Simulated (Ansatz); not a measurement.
Input:

GaAs:
```yaml
crystal:
  lattice:
    - [3.94799, 0.00000, 0.00000]
    - [-1.97399, 3.41906, 0.00000]
    - [0.00000, 0.00000, 6.51033]
  atoms:
    - { symbol: Ga, position: [0.33333, 0.66667, 0.00006] }
    - { symbol: Ga, position: [0.66667, 0.33333, 0.50006] }
    - { symbol: As, position: [0.33333, 0.66667, 0.37394] }
    - { symbol: As, position: [0.66667, 0.33333, 0.87394] }
```

This is the LDA-relaxed structure. Tensor components refer to the Cartesian frame of this cell.

Q: All from plane-wave PAW LDA (Ansatz code), unless another level is named. Give the band gap.

A: 0.50 eV (direct).

Q: Next, the hole effective mass, band 1 of 2 at the edge?

A: 0.84 along x, 0.79 along z (mₑ).

Q: Give the electron effective mass.

A: 0.033 mₑ (isotropic).

Q: Predict the formation energy from the elements (no fitted shifts).

A: -0.31 eV/atom.

Q: Predict the valence-band maximum.

A: at Γ.

Space group P6_3mc (wurtzite). The workflow started from a Materials Project entry (that database holds measured and hypothetical structures alike); the Crystallography Open Database copy checked does not list it. It is not the phase usual at ambient conditions (space group No. 216). The LDA relaxation kept the symmetry of its start; whether a distortion lowers the energy is not shown. The references are the lowest solids computed at this level, not always the standard phases. Scalar-relativistic: spin–orbit coupling is off unless named, which matters more the heavier the elements.

Potentials: the earlier of the program's two PAW sets. The files were generated under PBE; for other functionals the program regenerates the frozen cores, and for LDA and PBEsol the local potential too.
